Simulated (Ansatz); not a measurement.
BN:
```
BN
1.0
    1.25036     0.72190     3.43024
   -1.25036     0.72190     3.43024
    0.00000    -1.44380     3.43024
B N
1 1
Cartesian
  0.00000   0.00000   8.57633
  0.00000   0.00000   1.71438
```

This is the r²SCAN-relaxed structure. Cartesian axes are those of the cell as given.

Problem. All from the program Ansatz at the r²SCAN level (PAW), unless another level is named. Predict the bulk modulus (Birch–Murnaghan fit).

Solution. 20.3 GPa.

Problem. And the elastic constants (relaxed ions, GPa)?

Solution. C11 = 886, C12 = 191, C13 = -0.4, C14 = 2.4, C33 = 20.8, C44 = 4.0.

Problem. Next, the piezoelectric stress constants (proper, relaxed ions, C/m²)?

Solution. e16 = e21 = 0.36, e22 = -0.36, e31 = e32 = 0.02, e33 = -0.07.

Space group R3m. A made-up cell: these elements were put on the sites of a structure type; the Crystallography Open Database copy checked does not list it. It is not the phase usual at ambient conditions (space group No. 186, 194, 216). The cell was relaxed with r²SCAN under the symmetry of its start; whether a distortion lowers the energy is not shown. The volume moved by 69 % from the start of the relaxation.

Potentials: the later of the program's two PAW sets.
